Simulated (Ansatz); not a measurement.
CuAu:
```
CELL_PARAMETERS angstrom
      2.87722     0.00000     0.00000
      0.00000     2.87722     0.00000
      0.00000     0.00000     3.62434
ATOMIC_POSITIONS crystal
  Au 0.00000 0.00000 0.00000
  Cu 0.50000 0.50000 0.50000
```

Relaxed with PBE. Special points in fractions of this cell's reciprocal vectors: Γ (0.000, 0.000, 0.000); X (0.000, 0.500, 0.000); M (0.500, 0.500, 0.000); Z (0.000, 0.000, 0.500); R (0.000, 0.500, 0.500); A (0.500, 0.500, 0.500).

List the band energies nearest the Fermi level at these points for plane-wave PAW PBE (Ansatz code).

In eV from the Fermi level; about four levels below and three above (degenerate sets whole), none deeper than 8.9 eV; points with the same levels are listed once.

```csv
k,below,above
Γ,-1.97 -1.59 -1.39 -1.39,2.73 8.51 9.44 9.44
X,-2.30 -2.09 -0.90 -0.35,9.81 9.83 11.44
M,-1.63 -1.59 -1.26 -1.26,0.54 0.54 4.63
Z,-2.24 -2.24 -2.13 -1.91,13.98 14.17 14.17
R,-1.46 -1.42 -0.88 -0.88,2.55 4.35 15.44
A,-2.98 -1.99 -1.74 -1.58,5.06 5.48 5.48
```

Space group P4/mmm (L1₀ or tetragonal B2). Symmetry was held in the PBE relaxation; of distortions, only those at the zone centre were tested. No spin polarisation was allowed. Spin–orbit coupling is left out wherever it is not named.

Potentials: the later of the program's two PAW sets.
